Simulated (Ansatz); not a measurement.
The calculation used Ansatz 0.2.0, DFT, LDA (PW92), plane waves (420 eV) with PAW, scalar-relativistic. The PAW files were generated under PBE, with cores re-solved for the functional.

An element in the simple cubic structure gives this curve. The cell is scaled uniformly from the relaxed one, with fractional coordinates and shape fixed. Energies are extrapolated to zero smearing, pressures are those at the given smearing. Magnetic state: spin not included.

```tsv
V (Å³/atom)	E − E₀ (meV/atom)	P (GPa)
16.322	115.4	19.06
17.064	46.6	11.00
17.806	10.7	4.80
18.548	0.0	0.01
19.290	8.8	-3.66
20.032	32.6	-6.47
20.774	67.7	-8.61
```

(1) Which element is it?
A. silver
B. titanium
C. palladium
D. rhenium

## Answers

(1) A. Its fit is V₀ = 18.55 Å³/atom, B₀ = 104 GPa, B₀′ = 5.6.
